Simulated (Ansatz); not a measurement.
Values for one crystal, relaxed and computed with plane-wave PAW LDA (Ansatz code); other levels are named.

```yaml
volume_per_atom: 9.23 Å³
band_gap: 2.14 eV (direct)
Elastic constants (relaxed ions, GPa): C11 = 328, C12 = 133, C13 = 123, C14 = 20.8, C33 = 338, C44 = 74.2
conduction_band_minimum: at Γ
Vibrational entropy at 300 K: 20.1 J/(K·mol of atoms)
Hole effective mass, band 2 of 2 at the edge: 0.44 along x, 3.4 along z (mₑ)
mechanical_stability: stable (all eigenvalues of C positive)
```

Task: Which compound is it?
A. MgZn2O3, P-3m1 (Mg on 1a, Zn on 2d, O on 2d, O on 1b)
B. ZnO, wurtzite
C. GeI2, CdI2 type
D. MgO, P3m1 (Pearson symbol hP12)

Result: A, MgZn2O3, P-3m1 (Mg on 1a, Zn on 2d, O on 2d, O on 1b)

The workflow started from a Materials Project entry (that database holds measured and hypothetical structures alike); the Crystallography Open Database copy checked does not list it. With Mg and Zn taken as one species the cell has the higher symmetry Fm-3m, so it may be an ordered model of a mixed-site phase. Its standing as an ambient phase is unchecked. The cell was relaxed with LDA under the symmetry of its start; phonons on a q-mesh show no instability.

Potentials: the later of the program's two PAW sets.
